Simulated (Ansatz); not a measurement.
NaF (rock salt)

```
CELL_PARAMETERS angstrom
      0.00000     2.29725     2.29725
      2.29725     0.00000     2.29725
      2.29725     2.29725     0.00000
ATOMIC_POSITIONS crystal
  F  0.00000 0.00000 0.00000
  Na 0.50000 0.50000 0.50000
```

The slice is a {110} plane (indices of the conventional cell) through the point (0.500, 0.500, 0.500) (fractional), spanned by u = [100] and v = [1 -1 -1] in vectors of this cell: u (3.25 Å) and v (4.59 Å, at 90° to u). It covers one period; positions are fractions (u, v).

Calculation: r2SCAN (plane waves to 500 eV, PAW, scalar-relativistic; Ansatz, a first-principles code). k mesh 12×12×12. These are valence fields of a PAW run, semicore shells included where kept as valence: close to a nucleus they are smooth pseudo fields. NaF was relaxed with its symmetry unable to fall.

Task: What is the valence density on the shortest F–Na line in this plane (2.30 Å), at its minimum between the atoms?

Result: 0.14 e/Å³.

Task: What is the ELF at the density minimum of the shortest F–Na line in this plane (2.30 Å)?

Result: 0.0.

Task: Sketch the electron localisation function (ELF) on this plane as a map.

Result: 
| v \ u | 0.00 | 0.12 | 0.24 | 0.35 | 0.47 | 0.59 | 0.71 | 0.82 | 0.94 |
|---|---|---|---|---|---|---|---|---|---|
| 0.92 | x | 0.62 | 0.25 | 0.01 | 0.01 | 0.01 | 0.03 | 0.56 | x |
| 0.83 | 0.33 | 0.17 | 0.02 | 0.01 | 0.01 | 0.01 | 0.01 | 0.06 | 0.29 |
| 0.75 | 0.06 | 0.06 | 0.05 | 0.02 | 0.01 | 0.01 | 0.03 | 0.06 | 0.06 |
| 0.67 | 0.77 | 0.71 | 0.49 | 0.12 | 0.01 | 0.03 | 0.30 | 0.63 | 0.75 |
| 0.58 | x | 0.81 | 0.72 | 0.30 | 0.02 | 0.07 | 0.56 | 0.80 | x |
| 0.50 | x | x | 0.77 | 0.36 | 0.02 | 0.09 | 0.63 | 0.82 | x |
| 0.42 | x | 0.81 | 0.72 | 0.30 | 0.02 | 0.07 | 0.56 | 0.80 | x |
| 0.33 | 0.77 | 0.71 | 0.49 | 0.12 | 0.01 | 0.03 | 0.30 | 0.63 | 0.75 |
| 0.25 | 0.06 | 0.06 | 0.05 | 0.02 | 0.01 | 0.01 | 0.03 | 0.06 | 0.06 |
| 0.17 | 0.33 | 0.17 | 0.02 | 0.01 | 0.01 | 0.01 | 0.01 | 0.06 | 0.29 |
| 0.08 | x | 0.62 | 0.25 | 0.01 | 0.01 | 0.01 | 0.03 | 0.56 | x |
| 0.00 | x | x | 0.43 | 0.01 | 0.01 | 0.01 | 0.06 | 0.62 | x |

Values: electron localisation function (ELF). Points within 0.5 Å of a nucleus are blanked (x), as the pseudised field means little there.
